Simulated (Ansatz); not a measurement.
CdSe:
```
CdSe
1.0
    4.24750     0.00000     0.00000
   -2.12375     3.67844     0.00000
    0.00000     0.00000     6.94030
Cd Se
2 2
Direct
  0.66667   0.33333   0.00029
  0.33333   0.66667   0.50029
  0.66667   0.33333   0.62491
  0.33333   0.66667   0.12491
```

Relaxed with LDA. Special points in fractions of this cell's reciprocal vectors: Γ (0.000, 0.000, 0.000); M (0.500, 0.000, 0.000); K (0.333, 0.333, 0.000); A (0.000, 0.000, 0.500); L (0.500, 0.000, 0.500); H (0.333, 0.333, 0.500).

List the band energies nearest the valence-band maximum at these points for DFT-LDA in the program Ansatz with PAW potentials.

In eV from the valence-band maximum; about four levels below and three above (degenerate sets whole), none deeper than 8.9 eV; points with the same levels are listed once.

| k | below | above |
|---|---|---|
| Γ | -0.83 -0.83 -0.06 0.00 0.00 | 0.46 2.03 5.74 5.74 |
| M | -2.88 -2.01 -1.47 -0.82 | 3.09 3.15 4.59 |
| K | -3.32 -2.05 -2.05 -1.83 | 3.96 4.78 4.78 |
| A | -0.43 -0.43 -0.43 -0.43 | 2.23 2.23 5.72 5.72 |
| L | -1.49 -1.49 -1.46 -1.46 | 2.74 2.74 4.72 4.72 |
| H | -2.65 -2.65 -1.23 -1.23 | 3.63 3.63 5.62 5.62 |

Space group P6_3mc (wurtzite). The LDA relaxation kept the symmetry of its start; phonons on a q-mesh show no instability. Scalar-relativistic: spin–orbit coupling is off unless named, which matters more the heavier the elements.

Potentials: the later of the program's two PAW sets.
